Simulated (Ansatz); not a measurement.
This cell of Al$_{2}$O$_{3}$ (corundum) is off equilibrium:

```
CELL_PARAMETERS angstrom
      2.40399     1.38794     4.37387
     -2.40399     1.38794     4.37387
      0.00000    -2.77589     4.37387
ATOMIC_POSITIONS crystal
  Al 0.35979 0.35979 0.35979
  Al 0.15553 0.15553 0.15553
  Al 0.65553 0.65553 0.65553
  Al 0.85979 0.85979 0.85979
  O  0.53762 0.92531 0.26123
  O  0.26123 0.53762 0.92531
  O  0.92531 0.26123 0.53762
  O  0.42531 0.03762 0.76123
  O  0.76123 0.42531 0.03762
  O  0.03762 0.76123 0.42531
```

Calculation: PBE (plane waves to 420 eV, PAW, scalar-relativistic; Ansatz, a first-principles code). k mesh 8×8×8 (Γ-centred), Fermi-Dirac smearing 0.05 eV. Compression counts positive. Al2O3 was relaxed with its symmetry unable to fall. The PAW data are Ansatz's earlier set.

What forces act on the atoms (eV/Å, Cartesian)?


```csv
atom,Fx,Fy,Fz
Al1,0.000,0.000,-0.785
Al2,0.000,0.000,-1.985
Al3,0.000,0.000,-1.985
Al4,0.000,0.000,-0.785
O5,0.441,0.685,0.923
O6,-0.814,0.040,0.923
O7,0.372,-0.725,0.923
O8,-0.441,0.685,0.923
O9,-0.372,-0.725,0.923
O10,0.814,0.040,0.923
```

Give the stress tensor in GPa and the pressure.


```
    2.7      0.0      0.0
    0.0      2.7      0.0
    0.0      0.0      2.6
```
The pressure, a third of the trace, is 2.7 GPa.

(A displaced cell: forces are minus the slopes of the energy, force constants its curvatures, and phonons follow from these.)
